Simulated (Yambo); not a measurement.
**BaF₂ at +1 % isotropic strain: lowest vertical excitons**

```
CELL_PARAMETERS angstrom
      0.00000     3.09663     3.09663
      3.09663     0.00000     3.09663
      3.09663     3.09663     0.00000
ATOMIC_POSITIONS crystal
  F  0.25000 0.25000 0.25000
  F  0.75000 0.75000 0.75000
  Ba 0.00000 0.00000 0.00000
```

The PBEsol cell relaxed from Materials Project entry mp-1029 was given an isotropic strain of +1 % on all lattice vectors, and the atoms were relaxed again.

BSE in Yambo on PBEsol (pw.x of Quantum ESPRESSO, ONCV potentials, scalar-relativistic) bands: 8×8×8 mesh, 6 valence and 3 conduction bands, static screening with 34 bands and a 4 Ry block, scissor 2.94 eV, Tamm-Dancoff; field along x.

```csv
state,energy (eV),states within 2 meV,relative strength,class,main transitions
1,8.63,3,< 0.01,dark,several band pairs
2,8.73,3,1.00,strong,several band pairs
3,8.74,5,< 0.01,dark,several band pairs
4,8.78,3,< 0.01,dark,several band pairs
5,8.89,3,0.35,strong,several band pairs
6,9.29,2,< 0.01,dark,several band pairs
```

These are vertical excitations (zero momentum); the indirect quasiparticle gap, about 9.65 eV, is smaller than the direct one (9.77 eV on the GW mesh). The direct quasiparticle gap on this mesh is 9.77 eV; counted from there, state 1 is bound by 1.14 eV. Convergence with the mesh was not shown.

Spin singlets only. Strengths are relative to the strongest of the lowest states of this run; strong means a line over 3 % of the spectrum's maximum, dark under 0.03 %. Absolute energies carry the error of the G0W0 scissor, whose convergence isn't established.
